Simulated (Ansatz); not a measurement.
LaPd$_{2}$ in space group I4/mmm (No. 139; La on 2a, Pd on 4d), DFT-PBE in the program Ansatz with PAW potentials, all energies at zero smearing, with the estimated change up to a 700 eV cutoff added, with one set of potentials and settings (totals compare only within such a set). Cell of 3 atoms (1 La, 2 Pd): -20197.541 eV.

```csv
element,reference phase,E (eV/atom)
La,"P6_3/mmc, 4 atoms in the cell",-6250.0953
Pd,"Fm-3m, 1 atoms in the cell",-6972.8544
```

Formation energy per atom, worked out: (-20197.541 − 1×(-6250.0953) − 2×(-6972.8544))/3 = -0.579 eV/atom (-56 kJ per mol of atoms), at 0 K, without zero-point energy or fitted corrections.

The workflow started from an entry of the Crystallography Open Database (COD). Whether it is the stable phase at ambient conditions was not checked. The PBE relaxation kept the symmetry of its start; whether a distortion lowers the energy is not shown. The run is not spin-polarised. The volume moved by -17 % from the start of the relaxation. The volume fell by over 15 % from the filed cell, which may lack light atoms or belong to other conditions. The references are the lowest solids computed at this level, not always the standard phases. Spin–orbit coupling is left out wherever it is not named.

Potentials: the later of the program's two PAW sets.
